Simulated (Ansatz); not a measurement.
TiTe2 in space group P4_2/mnm (No. 136; Ti on 2a, Te on 4f) under volume change, the program Ansatz at the PBEsol level (PAW), shape and atoms relaxed at each volume.

```csv
V (Å³/atom),E − E(relaxed) (meV/atom),P (GPa)
24.711,47.7,6.89
25.526,19.7,4.16
26.340,4.6,1.85
27.155,0.0,0.00
27.970,4.2,-1.61
28.784,15.8,-2.93
29.599,33.6,-4.08
```

**Question.** What does a third-order Birch–Murnaghan fit give for V₀, B₀ and B′?

**Answer.** V₀ = 27.15 Å³/atom, B₀ = 58.1 GPa, B′ = 4.9.

The cell is a constructed one: a structure type filled with these elements; neither database checked (COD, Materials Project) lists it. COD files the formula under space group No. 164. Whether it is the stable phase at ambient conditions was not checked. Symmetry was held in the PBEsol relaxation; its stability against distortions is not shown here. No spin polarisation was allowed. Scalar-relativistic: spin–orbit coupling is off unless named, which matters more the heavier the elements.

Potentials: the earlier of the program's two PAW sets. The files were generated under PBE; for other functionals the program regenerates the frozen cores, and for LDA and PBEsol the local potential too.
